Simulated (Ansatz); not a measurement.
**Formation energy of BiOs (zincblende structure)**

Method: PBEsol, scalar-relativistic; no spin polarisation; PAW, 420 eV, 10×10×10 k-mesh, Gaussian smearing of 0.05 eV; code Ansatz; PAW files: Ansatz's generated set soft_2.

The cell came from substitution into a structure type; whether the compound takes it is for experiment to say.

It takes space group F-43m (No. 216, cubic). Conventional cell: a = 6.051 Å, b = 6.051 Å, c = 6.051 Å, α = 90.00°, β = 90.00°, γ = 90.00°. Os (site symmetry -43m) is surrounded by 4 Bi at 2.62 Å. Bi (site symmetry -43m) has 4 Os at 2.62 Å as nearest neighbours. (Shells end 15 % past the nearest neighbour.)

The elements were computed in their standard states with the same datasets, cutoff and functional. Total energies depend on the potentials used, so only differences within one code and one set of settings carry meaning.

Energy of the relaxed cell (2 atoms, smearing extrapolated to zero): -23489.809 eV. Elements, in eV/atom: Os -11251.058, Bi -12242.001.

Task: What is the formation energy?

Result: [-23489.809 − (1 × -11251.058 + 1 × -12242.001)] / 2 = 1.63 eV/atom, or 157 kJ per mole of atoms.

The value is for 0 K, without zero-point energy. A positive value means that this structure is unstable even against the elements at this level.

The calculation's cell holds 31 valence electrons, an odd number. Without magnetic order each band takes two, so one stays part-filled and the crystal must be a metal. (Only strong correlation, outside this picture, could make a Mott insulator of it.)

These numbers lack spin–orbit coupling.
